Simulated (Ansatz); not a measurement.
La2O3 (La2O3 or Ni2Al3 type, space group No. 164) under volume change, r²SCAN in the plane-wave PAW code Ansatz, shape and atoms relaxed at each volume.

| V (Å³/atom) | E − E(relaxed) (meV/atom) | P (GPa) |
|---|---|---|
| 14.952 | 55.5 | 12.90 |
| 15.445 | 23.5 | 7.99 |
| 15.938 | 5.6 | 3.73 |
| 16.431 | 0.0 | -0.01 |
| 16.924 | 5.1 | -3.25 |
| 17.417 | 19.6 | -6.08 |
| 17.910 | 42.1 | -8.51 |

What does a third-order Birch–Murnaghan fit give for V₀, B₀ and B′?

V₀ = 16.43 Å³/atom, B₀ = 116 GPa, B′ = 3.6.

Space group P-3m1 (La2O3 or Ni2Al3 type). The r²SCAN relaxation kept the symmetry of its start; of distortions, only those at the zone centre were tested. Spin–orbit coupling is left out wherever it is not named.

Potentials: the earlier of the program's two PAW sets.
